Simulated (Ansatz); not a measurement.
Input file for Ansatz (a first-principles code):

Ansatz 0.2 input:
```yaml
crystal:
  lattice:
    - [2.8839919237, 0.0, 0.0]
    - [-1.4419959618, 2.4976102702, 0.0]
    - [0.0, 0.0, 2.8121799807]
  atoms:
    - { symbol: W, position: [0.0, 0.0, 0.0] }
    - { symbol: C, position: [0.6666666667, 0.3333333333, 0.5] }
kpoints:
  mp_grid: { grid: [16, 16, 14] }
hamiltonian:
  xc: lda
  pseudopotentials: { azcp: { folder: ./paw }, kind: paw }
scf:
  occupations: { method: fermi_dirac, width: 0.1 }
phonons:
  method: dfpt
  response_accuracy: low
  eigenvectors: true
  rigid_motions: translations
```

Output (shortened):

```
Pseudopotential: W, paw, valence charge 14
Pseudopotential: C, paw, valence charge 4
Functional definition: SPW92
Crystal: 2 atoms, lattice volume = 20.256 Å³
Basis set: ecut = 420 eV, 405 PW (Γ), exchange–correlation on 40×40×40 points (8 copies of the dense FFT grid, shifted against one another)
Bands: 13, of which v1, the nominal top of the filled ones, is band 9 counted from 1 (8 counted from 0)
Symmetry: 12 space group operations
k-points: 584 of 3584 (irreducible under 4 space group operations, time reversal used)
SCF iter   1: F=—  HF=-10375.431761 eV  |F-HF|=—  |Δ(HF+E_count)|=         —  Δρ=1.34e-1  dr2=4.85e0  ethr=3.10e-3  ⟨swp⟩=5.0  Hψ=36326  notcnv=0
preconditioner: auto → none
SCF iter   2: F=—  HF=-10374.816938 eV  |F-HF|=—  |Δ(HF+E_count)|=   6.15e-1  Δρ=9.40e-2  dr2=2.44e0  ethr=3.10e-3  ⟨swp⟩=2.0  Hψ=14542  notcnv=0
SCF iter   3: F=—  HF=-10374.185328 eV  |F-HF|=—  |Δ(HF+E_count)|=   6.32e-1  Δρ=6.99e-3  dr2=8.39e-3  ethr=3.10e-3  ⟨swp⟩=2.4  Hψ=13180  notcnv=0
SCF iter   4: F=—  HF=-10374.185311 eV  |F-HF|=—  |Δ(HF+E_count)|=   1.65e-5  Δρ=1.07e-3  dr2=9.58e-5  ethr=4.66e-5  ⟨swp⟩=1.2  Hψ=12619  notcnv=0
SCF iter   5: F=—  HF=-10374.185373 eV  |F-HF|=—  |Δ(HF+E_count)|=   6.15e-5  Δρ=1.48e-4  dr2=2.34e-6  ethr=5.32e-7  ⟨swp⟩=2.2  Hψ=11597  notcnv=0
SCF iter   6: F=—  HF=-10374.185374 eV  |F-HF|=—  |Δ(HF+E_count)|=   1.12e-6  Δρ=2.10e-5  dr2=4.63e-8  ethr=1.30e-8  ⟨swp⟩=2.4  Hψ=12254  notcnv=0
SCF iter   7: F=—  HF=-10374.185373 eV  |F-HF|=—  |Δ(HF+E_count)|=   1.32e-6  Δρ=3.59e-6  dr2=1.85e-9  ethr=2.57e-10  ⟨swp⟩=2.1  Hψ=10868  notcnv=0
SCF iter   8: F=—  HF=-10374.185373 eV  |F-HF|=—  |Δ(HF+E_count)|=  5.88e-10  Δρ=5.10e-7  dr2=1.70e-11  ethr=1.03e-11  ⟨swp⟩=2.4  Hψ=11343  notcnv=0
SCF iter   9: F=-10374.185373 eV  HF=-10374.185373 eV  |F-HF|=0.00e0  |Δ(HF+E_count)|=  1.82e-12  Δρ=6.37e-8  dr2=2.44e-13  ethr=1.00e-12  ⟨swp⟩=5.0  Hψ=28570  notcnv=0
SCF 1 converged in 9 iterations: F = -10374.185373 eV  dr2 = 2.44e-13
DFPT response loops at Γ: preconditioner auto → Kerker (q_TF=auto, 2.675 Å⁻¹) (partly filled bands, converged f_vac=0.000) …
SCF converged after 9 iterations
Free energy (F): -10374.185373 eV
Harris-Foulkes:  -10374.185373 eV  (|F-HF|=0.00e0)
Internal energy: -10374.175747 eV  (E = F + TS)
E sigma→0 (E₀):  -10374.180560 eV
Entropy (-TS):   -0.009626 eV (-4.813 meV/atom)
Fermi energy:    20.697158 eV
--- Per-component energies (eV) ---
  E_band       = -56.603192
  E_kinetic    = 512.036767
  E_local      = -591.754503  (includes V_loc(G=0)·N_el)
  E_nonlocal   = 4.013147
  E_hartree    = 243.247364
  E_xc         = -314.499794
  E_vxc        = -291.743038  (∫ρ·V_xc dr)
  E_paw        = -8416.786000  (= ΣΔE_a)
  E_vpaw       = -175.650443  (= ΣTr[D̂ρ^β])
  E_aug_tail   = 0.000159  (compensation charges beyond the density's cutoff)
  E_ewald      = -1810.778968
  E_core_change = 0.346082  (= ΣΔE_core)
  E_smearing   = -0.009626  (= −TS)
  E_closure    = 0.000000  (closes the sum)
  Σ components = -10374.185373   (vs F -10374.185373, Δ=0.00e0)
  [band-id]    e_kinetic+e_local+e_nonlocal+2·e_hartree+e_vxc+e_vpaw+e_augmentation_tail = -56.603184   (vs E_band -56.603192, Δ=7.77e-6)
--- Band table (eV; the first three rows and the last of 584) ---
  k-point 0: bands = ["-53.1917", "-17.1696", "-17.0566", "-17.0566", "6.1886", "16.2272", "17.2314", "17.2314", "20.8017", "23.9803", "23.9803", "26.4079", "26.4079"]
  k-point 1: bands = ["-53.1894", "-17.2125", "-17.0529", "-17.0529", "6.3192", "16.1782", "17.2898", "17.2898", "20.7793", "23.5205", "23.5205", "26.6853", "26.6853"]
  k-point 2: bands = ["-53.1830", "-17.3314", "-17.0426", "-17.0426", "6.6984", "15.9491", "17.4591", "17.4591", "20.8554", "22.6165", "22.6165", "27.0013", "27.0013"]
  k-point 583: bands = ["-53.0812", "-17.7980", "-17.6676", "-17.3429", "9.6536", "14.1208", "14.8779", "18.7585", "19.3564", "25.8775", "26.2854", "26.9180", "30.4567"]
--- Phonons (Γ-DFPT): 4 representative perturbations + reference, on 584 of 3584 k-points (Σ response iterations 12) ---
  ASR residual: 1.985e-4 → 0.000e0 eV/Å²; symmetrization residual: 2.768e-6 eV/Å²
  ASR residual per site (eV/Å²): 1.99e-4 7.76e-6
  Γ frequencies (cm⁻¹): 0.00 0.00 0.00 601.70 630.10 630.10
  non-analytic LO–TO correction: not included (Born effective charges unavailable; polar crystals: no LO–TO splitting at Γ)
```

Cost: about 50 core-seconds (a rough figure) on shared cores.

Space group P-6m2. Symmetry was held in the LDA relaxation; of distortions, only those at the zone centre were tested. No spin polarisation was allowed. As this level gives no gap, phonon frequencies hold no LO–TO term and depend on the k-mesh and smearing (Fermi–Dirac, 0.1 eV here). Scalar-relativistic: spin–orbit coupling is off unless named, which matters more the heavier the elements.

Potentials: the earlier of the program's two PAW sets.

Ansatz is a plane-wave DFT program.
